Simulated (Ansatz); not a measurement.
AlN (wurtzite)

```xyz
4
Lattice="3.1298 0.0000 0.0000 -1.5649 2.7105 0.0000 0.0000 0.0000 5.0173" Properties=species:S:1:pos:R:3 pbc="T T T"
Al     1.5649     0.9035     0.0169
Al     0.0000     1.8070     2.5256
N      1.5649     0.9035     3.1199
N      0.0000     1.8070     0.6113
```

Equation-of-state scan: isotropic scaling of the cell above, V₀ being its volume. The atoms relax within the cell's symmetry.

These are PBE (plane waves to 420 eV, PAW, scalar-relativistic; Ansatz, a first-principles code) values and carry that method's errors. k mesh 12×12×7 (Γ-centred), Fermi-Dirac smearing 0.05 eV. Compression counts positive. AlN was relaxed with its symmetry unable to fall. The PAW data are Ansatz's earlier set.

At one point of the scan the stress tensor (GPa) is:

```
   19.6      0.0      0.0
    0.0     19.6      0.0
    0.0      0.0     17.9
```

Question: Which point is it?
(A) V/V₀ = 0.867
(B) V/V₀ = 0.973
(C) V/V₀ = 0.920
(D) V/V₀ = 0.840

Answer: C, V/V₀ = 0.920

(Under strain, the slope of the energy per volume gives the stress and its curvature an elastic modulus.)
